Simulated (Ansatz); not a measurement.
A short materials screen. A cold calorimeter or bolometer resolves small energies when its absorber holds little heat, and in an insulator that falls as (T/Θ)³.

The reference row is diamond. A cube of 10 mm edge at 2 K; all rows have a gap at this level.

Computed with Ansatz, a plane-wave PAW program. Debye temperature: r²SCAN, elastic tensor, Hill average; volume per atom, density: r²SCAN, relaxed cell.

Model phases, started by placing the elements on a structure type or from a typed cell, with no claim that they are known: 6H-AlN. Runs started from generated or typed cells of the structure named: diamond. Of the phases: diamond is metastable against graphite at zero pressure. Over 15 meV/atom above the lowest phase of their formula at hand: 6H-AlN (17 meV/atom, r²SCAN). Spin–orbit coupling is left out unless named.

Definitions used: C per volume = 1944 J/(K·mol)(T/Θ)³/(0.6022 V) = 3228 (T/Θ)³/V; thermodynamic noise = √(k_B T² C_total); relative noise = noise/noise_ref.

```tsv
crystal	Debye temperature (K)	V (Å³/atom)	density (g/cm³)	C (J/K per cm³)	noise (eV)	noise (relative)
diamond, reference	2270	5.64	3.54	3.914e-7	29000	1.00
α-quartz SiO2	572	12.62	2.64	[?]	[?]	[?]
SrO (rock salt)	442	17.17	5.01	[?]	[?]	[?]
6H-AlN	964	10.42	3.27	[?]	[?]	[?]
```

Task: Complete the blanks.

Result: 
- α-quartz SiO2: C = 3228 × (2/572)³/12.62 = 1.093e-5 J/K per cm³; noise: 2 × √(1.3806×10⁻²³ × 1.093e-5 × 1.00)/1.602×10⁻¹⁹ = 153400 eV; relative noise: 153400/29000 = 5.3.
- 6H-AlN: C = 3228 × (2/964)³/10.42 = 2.766e-6 J/K per cm³; noise: 2 × √(1.3806×10⁻²³ × 2.766e-6 × 1.00)/1.602×10⁻¹⁹ = 77150 eV; relative noise: 77150/29000 = 2.7.
- SrO: C = 3228 × (2/442)³/17.17 = 1.742e-5 J/K per cm³; noise: 2 × √(1.3806×10⁻²³ × 1.742e-5 × 1.00)/1.602×10⁻¹⁹ = 193600 eV; relative noise: 193600/29000 = 6.7.

In order of relative noise, lowest first: diamond (1.00 ± 0.060), 6H-AlN (2.7 ± 0.16), α-quartz SiO2 (5.3 ± 0.32), SrO (6.7 ± 0.40). The ± follows from allowances picked for this note (Debye temperature 4 %, volume per atom 1 %), carried to first order and added in quadrature, each row's own inputs moving alone; ≈ joins neighbours closer than their two ± added in quadrature. 0 of the 3 others clearly beat the reference on this figure.

Θ comes from averaged elastic constants. Free carriers, two-level defects, nuclear spins and metal films add heat capacity that the Debye law lacks. Where several phases of a formula are at hand, those over 0.1 eV/atom above the lowest were not drawn (by r²SCAN where it compared them, else by the largest value; a layered or molecular lowest phase counts only with a dispersion term); other phases could lie lower still. Values belong to the structures named, which need not be the stable ones; other polymorphs differ. Rows were sampled with a lean to familiar crystals, related or not, whatever their agreement with measurement; tables with many equal figures were not kept. Limits of the draw: gap over 1 eV but for Si, Ge and GaAs, no magnets; for moduli and speeds, an anisotropy index under 2.5, no layered crystals; no unfamiliar magnets, and cubic perovskites only if shown or known to be stable. As a rule kept out of such tables: 4f compounds, open-shell compounds run without a Hubbard term, cells found unstable in the tests at hand, cells close to a higher symmetry, and runs set to a pressure or over 12 % in volume from the crystal's fullest run.
